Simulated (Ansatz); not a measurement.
Given:

InAs (CsCl type, Pm-3m), a = 3.542 Å, b = 3.542 Å, c = 3.542 Å, α = 90.00°, β = 90.00°, γ = 90.00°.

This is the r²SCAN-relaxed structure.

### Question
All from plane-wave PAW r²SCAN (Ansatz code), unless another level is named. Estimate the bulk modulus (Birch–Murnaghan fit).

### Answer
62.1 GPa.

### Question
And the elastic constants (relaxed ions, GPa)?

### Answer
C11 = 60.1, C12 = 64.3, C44 = 7.3.

A made-up cell: these elements were put on the sites of a structure type; neither database checked (COD, Materials Project) lists it. It is not the phase usual at ambient conditions (space group No. 216). Symmetry was held in the r²SCAN relaxation. At this level the phase is mechanically unstable. As this level gives no gap, shear constants depend on the k-mesh and smearing (Fermi–Dirac, 0.1 eV here).

Potentials: the earlier of the program's two PAW sets. The files were generated under PBE; for other functionals the program regenerates the frozen cores, and for LDA and PBEsol the local potential too.
